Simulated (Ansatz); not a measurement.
Here is the system:

CdTe:
```
CdTe
1.0
    4.56116     0.00000     0.00000
   -2.28058     3.95008     0.00000
    0.00000     0.00000    10.46920
Cd Te
3 3
Cartesian
  2.28233   0.00000   3.48973
 -1.14117   1.97656   6.97947
  1.13941   1.97352   0.00000
  2.28137   0.00000   8.72433
 -1.14068   1.97572   1.74487
  1.13990   1.97436   5.23460
```

This is the r²SCAN-relaxed structure.

Question: All from r²SCAN (plane waves, PAW; program Ansatz), unless another level is named. Estimate the formation energy from the elements (no fitted shifts).

Answer: -0.47 eV/atom.

Question: What about the HSE06 gap on the r²SCAN cell?

Answer: 0.87 eV.

Question: Predict the hole effective mass.

Answer: 0.28, 0.28, 0.50 mₑ (principal values).

Question: Give the valence-band maximum.

Answer: at A.

Space group P6_422. The first step of the workflow began from a Materials Project structure, measured or hypothetical; the Crystallography Open Database copy checked does not list it. It is not the phase usual at ambient conditions (space group No. 216). The r²SCAN relaxation kept the symmetry of its start; its stability against distortions is not shown here. The references are the lowest solids computed at this level, not always the standard phases. Scalar-relativistic: spin–orbit coupling is off unless named, which matters more the heavier the elements.

Potentials: the later of the program's two PAW sets.
